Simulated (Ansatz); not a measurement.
TiTe$_{2}$ (CdI2 type), relaxed with LDA (Ansatz, a program for electronic structure, plane waves, PAW): a = b = 3.6668 Å, c = 6.3364 Å, α = β = 90.00°, γ = 120.00°.

| Property | Result |
|---|---|
| ΔH_f (eV/atom) | -0.72 |
| B₀ by P(V) fit (GPa) | 41.4 |
| K_Hill (GPa) | 44.2 |
| G_Hill (GPa) | 27.4 |
| highest Γ mode, no LO–TO term (cm⁻¹) | 283 |
| Θ_D (K) | 228 |

The same phase is relaxed and computed with r²SCAN+D4 in the same code. What are the cell and these values now?

a = b = 3.793 Å, c = 6.647 Å, α = β = 90.00°, γ = 120.00°.

- ΔH_f (eV/atom) = -0.83
- B₀ by P(V) fit (GPa) = 22.9
- K_Hill (GPa) = 28.8
- G_Hill (GPa) = 19.3
- highest Γ mode, no LO–TO term (cm⁻¹) = 269
- Θ_D (K) = 194

Weakly bound layers, chains or molecules computed without a dispersion correction, so cells and soft constants are ill determined: TiTe2, CdI2 type with LDA. All cells were relaxed under the symmetry of their starts (and spin orders); stability against distortions was not tested throughout. Rows with no word on spin ran without spin polarisation. Spin–orbit coupling is left out wherever it is not named.

Potentials: the later of the program's two PAW sets.

Ansatz is a plane-wave DFT program.

Formation energies count from the lowest solids of the elements computed at the same level, not from gases.
